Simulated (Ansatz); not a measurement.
Given:

Sc3TlB:
```
Sc3TlB
1.0
    4.67429     0.00000     0.00000
    0.00000     4.67429     0.00000
    0.00000     0.00000     4.67429
Tl Sc B
1 3 1
Direct
  0.00000   0.00000   0.00000
  0.00000   0.50000   0.50000
  0.50000   0.00000   0.50000
  0.50000   0.50000   0.00000
  0.50000   0.50000   0.50000
```

This is the r²SCAN-relaxed structure.

All from the program Ansatz at the r²SCAN level (PAW), unless another level is named. Predict the electronic character.

metallic (no gap).

Predict the density of states at the Fermi level.

0.81 states/eV per atom (mean over ±0.08 eV).

Next, the formation energy from the elements (no fitted shifts)?

-0.46 eV/atom.

Next, the gap with spin–orbit coupling?

none (metallic).

Space group Pm-3m (anti-perovskite). The workflow started from an entry of the Crystallography Open Database (COD). Its standing as an ambient phase is unchecked. The cell was relaxed with r²SCAN under the symmetry of its start; its stability against distortions is not shown here. The run is not spin-polarised. The references are the lowest solids computed at this level, not always the standard phases. Spin–orbit coupling is left out wherever it is not named.

Potentials: the later of the program's two PAW sets.
